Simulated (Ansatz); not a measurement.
C in space group P6_3/mmc (No. 194; C on 4f, C on 4f, C on 4e), the program Ansatz at the r²SCAN level (PAW). The conduction-band minimum lies on the Γ–M line, 73 % of the way from Γ, with 6 equivalent valleys. Second derivatives d²E/dk² of the lowest band at one valley (eV·Å²), along Cartesian directions:

```json
[
 {"direction": "[100]", "d²E/dk²": "33.69"},
 {"direction": "[010]", "d²E/dk²": "5.993"},
 {"direction": "[001]", "d²E/dk²": "11.47"},
 {"direction": "[110]", "d²E/dk²": "19.85"},
 {"direction": "[101]", "d²E/dk²": "22.59"},
 {"direction": "[011]", "d²E/dk²": "8.732"}
]
```

Problem. Find the principal effective masses, the density-of-states mass and the conductivity mass.

Solution. Off-diagonal terms follow from H_xy = H[110] − (H_xx + H_yy)/2, and m*/mₑ = 7.620 eV·Å² over each eigenvalue: 0.23, 0.66, 1.3. One valley's DOS mass (m₁m₂m₃)^(1/3) = 0.58, conductivity mass 3/(Σ 1/mᵢ) = 0.45 mₑ.

Problem. What effective density of states Nc follows at 300 K for parabolic valleys?

Solution. Nc = 2.509e19 × 6 × (0.58)^(3/2) ≈ 6.7e19 cm⁻³.

Problem. With the computed static dielectric constant 5.77 (mean of the diagonal), estimate a hydrogenic donor's binding energy and radius.

Solution. E = 13.606 eV × 0.45/5.77² ≈ 180 meV; a = 0.529 Å × ε/m* ≈ 6.8 Å. Semilocal masses tend to be too small where the gap is.

The first step of the workflow began from a Materials Project structure, measured or hypothetical. Its sites differ from those of the usual phase in this space group: another stacking or structure type. Symmetry was held in the r²SCAN relaxation; phonons on a q-mesh show no instability.

Potentials: the later of the program's two PAW sets.
